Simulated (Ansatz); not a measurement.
InAs (wurtzite, space group No. 186) under volume change, LDA (plane waves, PAW; program Ansatz), shape and atoms relaxed at each volume.

```tsv
V (Å³/atom)	E − E(relaxed) (meV/atom)	P (GPa)
24.872	49.6	7.05
25.692	___	___
26.512	___	___
27.332	0.0	0.01
28.152	4.3	-1.65
28.972	16.4	-3.04
29.792	35.0	-4.20
```

Question: Some entries are withheld; supply them.

Answer: 
- 26.512, E − E(relaxed) (meV/atom): 4.9
- 26.512, P (GPa): 1.97
- 25.692, E − E(relaxed) (meV/atom): 20.8
- 25.692, P (GPa): 4.29

Question: What does a third-order Birch–Murnaghan fit give for V₀, B₀ and B′?

Answer: V₀ = 27.34 Å³/atom, B₀ = 59.8 GPa, B′ = 4.7.

Space group P6_3mc (wurtzite). The workflow started from a Materials Project entry (that database holds measured and hypothetical structures alike); the Crystallography Open Database copy checked does not list it. It is not the phase usual at ambient conditions (space group No. 216). The LDA relaxation kept the symmetry of its start; its stability against distortions is not shown here.

Potentials: the later of the program's two PAW sets.
